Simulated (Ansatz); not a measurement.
**MnO₂ (P-3m1) under compression and expansion**

```
Mn O
1.0
     2.85658    0.00000    0.00000
    -1.42829    2.47387    0.00000
     0.00000    0.00000    4.60137
Mn O
1 2
Direct
  0.00000 0.00000 0.50000
  0.66667 0.33333 0.29371
  0.33333 0.66667 0.70629
```

The reference geometry is a structure from the Materials Project; nothing is relaxed.

Functional, mesh and filling: LDA, 11×11×6 k mesh, Fermi–Dirac smearing of 0.03 eV. PAW means Ansatz 0.2.0 on its default frozen-core files; LAPW is all-electron LAPW in Ansatz 0.2.0. Site moments are integrated in spheres about the atoms, whose radii differ between the methods. Start moments of the first PAW run (μB): Mn1 4.

The cell shown is scaled evenly to other volumes, and every spin-polarised run starts from the same moments.

```csv
V/V₀,Å³/atom,M PAW (μB/cell),M LAPW (μB/cell),"largest site moment, PAW (μB)",P PAW (GPa),P LAPW (GPa),"F − F(unpolarised), PAW (meV/atom)"
0.7,7.59,2.36,–,1.67,133.2,–,-39
0.76,8.24,2.77,–,2.02,84.3,–,-95
0.82,8.89,2.90,–,2.18,48.3,–,-151
0.88,9.54,2.97,2.97,2.30,22.7,23.3,-203
0.94,10.19,3.00,–,2.40,4.3,–,-250
1,10.84,3.00,3.00,2.47,-8.9,-8.6,-292
1.06,11.49,3.00,3.00,2.54,-18.2,-18.0,-330
1.12,12.14,3.00,3.00,2.62,-24.6,-24.5,-364
1.2,13.01,3.00,–,2.72,-30.2,–,-406
```

The moments survive down to the smallest volume, V/V₀ = 0.7 at 133 GPa, where the largest is 1.67 μB.

Task: How fast does the largest site moment change with volume about V₀?

Result: d ln m/d ln V ≈ ln(2.544/2.398)/ln(1.06/0.94) = 0.49. The cell's moment hardly changes over this step, so the change is one of how the spin density is shared between this sphere and its surroundings.

Task: Fit a third-order Birch–Murnaghan equation to the PAW pressures of the magnetic runs between 0.85 and 1.11 V₀. What are the zero-pressure volume and bulk modulus, and what do the unpolarised runs give?

Result: V = 10.38 Å³/atom (0.958 V₀), B = 223 GPa, B′ = 4.4, with a worst miss of 0.05 GPa. The unpolarised pressures, 10.5, -6.6, -18.6, -27.0 GPa at V/V₀ = 0.88, 0.94, 1, 1.06, give 9.91 Å³/atom and 253 GPa, so the moments change the volume by +4.8 %. Cell shape and inner coordinates are held, so these aren't the relaxed crystal's values unless symmetry fixes them.

The PAW files were made with PBE; the program remakes their cores once for the run's functional and then keeps them frozen. Under strong compression frozen cores are worth checking against an all-electron run. The Ansatz runs typed with the search for lower states off end where their start leads. These are results for the start and cell typed. The real compound can order otherwise, in a larger cell, or not at all, since semilocal functionals without spin fluctuations often overstate magnetism; near a collapse of the moment, mesh and smearing move it by tens of per cent.
